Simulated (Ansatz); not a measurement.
SiMo₂N:
Space group P6₃/mmc (No. 194); a = 2.9577 Å, b = 2.9577 Å, c = 12.8783 Å, α = 90.00°, β = 90.00°, γ = 120.00°

| atom | site | symmetry | x | y | z |
|---|---|---|---|---|---|
| Si | 2d | -6m2 | 0.6667 | 0.3333 | 0.2500 |
| Mo | 4f | 3m. | 0.3333 | 0.6667 | 0.0985 |
| N | 2a | -3m. | 0.0000 | 0.0000 | 0.0000 |

Relaxed with PBEsol.

Q: Decompose the optical modes at the zone centre into irreducible representations, and say which are infrared and Raman allowed.

A: Point group 6/mmm: Γ_opt = A1g + 2A2u + 2B1g + 2B2u + E1g + 2E1u + 2E2g + 2E2u. Infrared: A2u, E1u. Raman: A1g, E1g, E2g.

Q: Assign frequencies (DFPT, PBEsol (plane waves, PAW; program Ansatz)).

A: E2u 70, E1g 83, E2g 84, B2u 126, B1g 169, A1g 190, E2g 198, E1u 209, E2u 325, E1u 327, A2u 373, B1g 391, B2u 532, A2u 541 cm⁻¹.

Subscripts of B labels follow the axes of the standard setting.

Space group P6_3/mmc. The start of the workflow was typed in or built on a structure type; neither database checked (COD, Materials Project) lists it. Whether it is the stable phase at ambient conditions was not checked. The PBEsol relaxation kept the symmetry of its start. At this level the phase is mechanically unstable. The workflow began spin-polarised and lost its moments. As this level gives no gap, phonon frequencies hold no LO–TO term and depend on the k-mesh and smearing (Fermi–Dirac, 0.1 eV here).

Potentials: the later of the program's two PAW sets.
